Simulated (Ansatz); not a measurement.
Ansatz input

```yaml
crystal:
  lattice:
    - [0.0, 2.7234454565, 2.7234454565]
    - [2.7234454565, 0.0, 2.7234454565]
    - [2.7234454565, 2.7234454565, 0.0]
  atoms:
    - { symbol: Cr, position: [0.125, 0.125, 0.125], spin: 3.4 }
    - { symbol: Cr, position: [0.875, 0.875, 0.875], spin: -3.4 }
hamiltonian:
  xc: r2scan
  pseudopotentials:
    kind: paw
    azcp:
      Cr: "pseudopotentials/Cr.paw.azcp"
basis:
  ecutwfc: 500
  fft_grid_basis: typed
kpoints:
  mp_grid: { grid: [11, 11, 11], shift: [0, 0, 0] }
magnetization:
  spin_polarized: true
scf:
  occupations: { method: fermi_dirac, width: 0.05 }
  lower_state_search: "off"
output:
  stress: true
```

and its output:

```
Engine: ansatz 0.2.0, x86_64-unknown-linux-gnu
Pseudopotentials: kind: paw
Pseudopotential: Cr, paw, valence charge 14, recommended cutoff 500 eV (meta_gga) 
Functional definition: r2SCAN
  parameter k0 = 0.174
  parameter k1 = 0.065
  parameter a1 = 4.9479
  exchange = r2scan_x(k0 = k0, k1 = k1, a1 = a1)
  correlation = r2scan_c
Crystal: 2 atoms, lattice volume = 40.400 Å³
Basis set: ecut = 500 eV, 965 PW (Γ), exchange–correlation on 120×120×120 points (64 copies of the dense FFT grid, shifted against one another)
Bands: 22, of which v1, the nominal top of the filled ones, is band 14 counted from 1 (13 counted from 0)
Symmetry: 24 space group operations
Space group: F-43m (ITA 216), of the structure as read, at distance tolerance 3.4e-5 Å
Magnetic group: BNS 227.130 (UNI 1632), of the structure as read, at distance tolerance 3.4e-5 Å
k-points: 56 of 1331 (time reversal used)
Non-local potential: Cr, projectors of the file, l = 0: 3, l = 1: 2, l = 2: 3, l = 3: 1
PAW form: soft (Blöchl's): semilocal exchange-correlation on the pseudo side does not see the compensation charge
PAW frozen core: Cr, regenerated for the run's functional (the file was generated under x = pbe(κ = 0.804, μ = 0.2195149727645171), c = pbe(β = 0.06672455060314922))
PAW one-centre angular grid: Cr, 590 points (default); XC on 160 Gauss nodes
Initial density: superposition of atomic densities (chi_scale 0.1, normalization cell)
Starting moments: Σ|m| = 6.8 μB on 2 of 2 sites
Starting magnetic order: antiferromagnet; an inversion exchanges its spin sublattices: spin-degenerate at every k-point
Initial wavefunctions: pseudopotential atomic-orbital guess
Functional: x = r2scan, c = r2scan; τ floored in thin density (d = 2e-4 eV/Å³)
SCF iter   1: F=-6760.395520 eV  HF=-6761.909839 eV  |F-HF|=1.51e0  |Δ(HF+E_count)|=         —  Δρ=3.80e-2 (↑3.80e-2 ↓3.80e-2)  dr2=2.00e0  dr2_τ=6.99e-3  dr2_m=2.41e-2  M=0.000 μB ∫|m|=6.100 μB  β_m=0.30  ethr=3.10e-3  ⟨swp⟩=3.2  Hψ=9506  notcnv=0
spin=Collinear: Kerker preconditioning applied to the charge; magnetization (m = ρ↑ − ρ↓) channel mixes plain (no charge-response kernel on spin).
SCF iter   2: F=-6761.596581 eV  HF=-6761.571647 eV  |F-HF|=2.49e-2  |Δ(HF+E_count)|=   3.38e-1  Δρ=2.51e-2 (↑2.51e-2 ↓2.51e-2)  dr2=2.87e-1  dr2_τ=7.18e-3  dr2_m=1.56e-1  M=-0.000 μB ∫|m|=6.447 μB  β_m=0.30  ethr=3.10e-3  ⟨swp⟩=2.6  Hψ=5412  notcnv=0  defer=244
Mixer restart at iter 2: flushing history
spin-set hold released at iteration 2 (the charge has settled, or the pull on large starting moments outlasts its swing): the magnetisation degrees of freedom join the quasi-Newton model from the next iteration; the mixer history was flushed
SCF iter   3: F=-6761.725745 eV  HF=-6761.639470 eV  |F-HF|=8.63e-2  |Δ(HF+E_count)|=   6.78e-2  Δρ=2.23e-2 (↑2.23e-2 ↓2.23e-2)  dr2=8.84e-2  dr2_τ=3.75e-3  dr2_m=1.55e-1  M=-0.000 μB ∫|m|=6.592 μB  β_m=0.30  ethr=1.02e-3  ⟨swp⟩=2.4  Hψ=3514  notcnv=0  defer=244  κ⁻¹=1.0e0(r=1)
SCF iter   4: F=-6761.788811 eV  HF=-6761.737514 eV  |F-HF|=5.13e-2  |Δ(HF+E_count)|=   9.80e-2  Δρ=1.70e-2 (↑1.70e-2 ↓1.70e-2)  dr2=1.45e-2  dr2_τ=2.12e-3  dr2_m=9.80e-2  M=0.000 μB ∫|m|=6.797 μB  β_m=0.30  ethr=3.16e-4  ⟨swp⟩=2.0  Hψ=3970  notcnv=0  defer=244  κ⁻¹=2.7e-2(r=2)
SCF iter   5: F=-6761.808467 eV  HF=-6761.810966 eV  |F-HF|=2.50e-3  |Δ(HF+E_count)|=   7.35e-2  Δρ=1.71e-3 (↑1.71e-3 ↓1.71e-3)  dr2=1.19e-3  dr2_τ=8.34e-5  dr2_m=4.11e-4  M=0.000 μB ∫|m|=6.994 μB  β_m=0.30  ethr=5.16e-5  ⟨swp⟩=2.3  Hψ=5596  notcnv=0  defer=244  κ⁻¹=8.7e-4(r=3)
SCF iter   6: F=-6761.809750 eV  HF=-6761.810621 eV  |F-HF|=8.71e-4  |Δ(HF+E_count)|=   3.46e-4  Δρ=1.46e-3 (↑1.46e-3 ↓1.46e-3)  dr2=1.95e-3  dr2_τ=2.19e-5  dr2_m=4.55e-4  M=-0.000 μB ∫|m|=7.028 μB  β_m=0.30  ethr=4.25e-6  ⟨swp⟩=2.0  Hψ=4722  notcnv=0  defer=244  κ⁻¹=6.0e-4(r=4)
SCF iter   7: F=-6761.810526 eV  HF=-6761.810440 eV  |F-HF|=8.61e-5  |Δ(HF+E_count)|=   1.81e-4  Δρ=2.62e-4 (↑2.62e-4 ↓2.61e-4)  dr2=5.70e-5  dr2_τ=1.35e-6  dr2_m=4.62e-6  M=-0.000 μB ∫|m|=7.040 μB  β_m=0.30  ethr=4.25e-6  ⟨swp⟩=2.0  Hψ=4900  notcnv=0  defer=244  κ⁻¹=1.9e-5(r=5)
SCF iter   8: F=-6761.810543 eV  HF=-6761.810529 eV  |F-HF|=1.44e-5  |Δ(HF+E_count)|=   8.87e-5  Δρ=2.84e-4 (↑2.82e-4 ↓2.84e-4)  dr2=4.95e-5  dr2_τ=1.52e-6  dr2_m=1.17e-5  M=-0.000 μB ∫|m|=7.044 μB  β_m=0.30  ethr=2.04e-7  ⟨swp⟩=2.0  Hψ=3006  notcnv=0  defer=244  κ⁻¹=9.3e-6(r=6)
SCF iter   9: F=-6761.810560 eV  HF=-6761.810542 eV  |F-HF|=1.83e-5  |Δ(HF+E_count)|=   1.29e-5  Δρ=1.36e-4 (↑1.27e-4 ↓1.36e-4)  dr2=9.19e-6  dr2_τ=2.32e-7  dr2_m=4.28e-6  M=-0.000 μB ∫|m|=7.041 μB  β_m=0.30  ethr=1.77e-7  ⟨swp⟩=2.0  Hψ=3692  notcnv=0  defer=244  κ⁻¹=2.1e-6(r=7)
SCF iter  10: F=-6761.810562 eV  HF=-6761.810545 eV  |F-HF|=1.77e-5  |Δ(HF+E_count)|=   2.95e-6  Δρ=9.48e-5 (↑9.48e-5 ↓9.11e-5)  dr2=7.94e-6  dr2_τ=1.15e-7  dr2_m=8.62e-7  M=0.000 μB ∫|m|=7.042 μB  β_m=0.30  ethr=3.28e-8  ⟨swp⟩=2.0  Hψ=2900  notcnv=0  defer=244  κ⁻¹=1.1e-6(r=8)
SCF iter  11: F=-6761.810563 eV  HF=-6761.810563 eV  |F-HF|=3.99e-7  |Δ(HF+E_count)|=   1.84e-5  Δρ=3.45e-5 (↑3.38e-5 ↓3.45e-5)  dr2=1.23e-6  dr2_τ=1.75e-8  dr2_m=5.34e-8  M=-0.000 μB ∫|m|=7.042 μB  β_m=0.30  ethr=2.83e-8  ⟨swp⟩=2.0  Hψ=3678  notcnv=0  defer=244  κ⁻¹=6.2e-7(r=8)
SCF iter  12: F=-6761.810564 eV  HF=-6761.810564 eV  |F-HF|=2.26e-8  |Δ(HF+E_count)|=   5.09e-7  Δρ=1.57e-5 (↑1.57e-5 ↓1.56e-5)  dr2=1.96e-7  dr2_τ=5.88e-9  dr2_m=1.35e-8  M=0.000 μB ∫|m|=7.042 μB  β_m=0.30  ethr=4.39e-9  ⟨swp⟩=2.0  Hψ=3792  notcnv=0  defer=244  κ⁻¹=6.4e-8(r=8)
SCF iter  13: F=-6761.810564 eV  HF=-6761.810564 eV  |F-HF|=1.38e-7  |Δ(HF+E_count)|=   1.55e-7  Δρ=9.18e-6 (↑9.18e-6 ↓8.89e-6)  dr2=1.69e-8  dr2_τ=1.21e-9  dr2_m=2.15e-8  M=-0.000 μB ∫|m|=7.042 μB  ethr=3.57e-10  ⟨swp⟩=4.0  Hψ=6700  notcnv=0
SCF 1 converged in 13 iterations: F = -6761.810564 eV  dr2 = 1.69e-8
this state was not tested for a lower state beside it, because the mixer in use, unlike msr1, does not test its closes by its own steps (another_mixer; see scf.mixing.algorithm and scf.lower_state_search)
SCF converged after 13 iterations
Magnetization: -0.0000 μB (14.0000 up, 14.0000 down)
Absolute magnetization: 7.0416 μB (∫|ρ↑−ρ↓|, with the PAW one-centre terms)
Spin contamination: 3.2980 ħ² per cell (⟨S²⟩ above its minimum at these occupations)
Per-site moments (μB) at R_I (Å): [(3.1448233641200876, 0.9729113423495014), (-3.1448241933833803, 0.9729113423495014)]
Free energy (F): -6761.810564 eV
Harris-Foulkes:  -6761.810564 eV  (|F-HF|=1.38e-7)
Internal energy: -6761.804562 eV  (E = F + TS)
E sigma→0 (E₀):  -6761.807563 eV
Entropy (-TS):   -0.006002 eV (-3.001 meV/atom)
Fermi energy:    9.491695 eV
--- Per-component energies (eV) ---
  E_band       = -558.559524
  E_kinetic    = 690.225786
  E_local      = -3755.505700  (includes V_loc(G=0)·N_el)
  E_nonlocal   = 177.933986
  E_hartree    = 1609.410522
  E_xc         = -269.872989
  E_vxc        = -393.868426  (∫ρ·V_xc dr)
  E_paw        = -2422.258827  (= ΣΔE_a)
  E_vpaw       = -522.136175  (= ΣTr[D̂ρ^β])
  E_aug_tail   = 0.000444  (compensation charges beyond the density's cutoff)
  E_vtau       = 25.961331  (kinetic-family band-sum trace: ∫τ·v_τ [+ j·A + Jᵃ·Aᵃ] dr)
  E_ewald      = -2791.193129
  E_core_change = -0.544655  (= ΣΔE_core)
  E_smearing   = -0.006002  (= −TS)
  E_closure    = -0.000000  (closes the sum)
  Σ components = -6761.810564   (vs F -6761.810564, Δ=0.00e0)
--- Stress (GPa, compression-positive) ---
        3.775717      -0.000000       0.000000
       -0.000000       3.775717      -0.000000
        0.000000      -0.000000       3.775717
  P = ⅓ Tr σ = 3.7757 GPa (37.757 kbar)
```

Command:

```sh
ansatz run input.yaml --threads 1 --pin off --max-ram 3584MiB --backend cpu --events-out ev --progress --plain --runs-dir out
```

On 1 thread of Intel(R) Xeon(R) Platinum 8259CL CPU @ 2.50GHz (Skylake/Cascade Lake) (shared host) this took about 28 s of wall time and 28 s of CPU time.
